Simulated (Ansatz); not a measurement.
Sb$_{2}$Au (fluorite or antifluorite type, Fm-3m) under volume change, PBEsol (plane waves, PAW; program Ansatz), scaled uniformly.

| V (Å³/atom) | E − E(relaxed) (meV/atom) | P (GPa) |
|---|---|---|
| 23.573 | 65.8 | 9.92 |
| 24.351 | (withheld) | (withheld) |
| 25.128 | (withheld) | (withheld) |
| 25.905 | 0.0 | 0.00 |
| 26.682 | 5.7 | -2.28 |
| 27.459 | 21.6 | -4.20 |
| 28.236 | 45.9 | -5.80 |

Q: What belongs in the gaps?

A: 
- 25.128, E − E(relaxed) (meV/atom): 6.4
- 25.128, P (GPa): 2.74
- 24.351, E − E(relaxed) (meV/atom): 27.4
- 24.351, P (GPa): 6.01

Q: What does a third-order Birch–Murnaghan fit give for V₀, B₀ and B′?

A: V₀ = 25.91 Å³/atom, B₀ = 83.3 GPa, B′ = 4.9.

The workflow started from an entry of the Crystallography Open Database (COD), which files this formula under 2 space groups. Its standing as an ambient phase is unchecked. Symmetry was held in the PBEsol relaxation. At this level the phase is mechanically unstable. Spin–orbit coupling is left out wherever it is not named.

Potentials: the later of the program's two PAW sets.
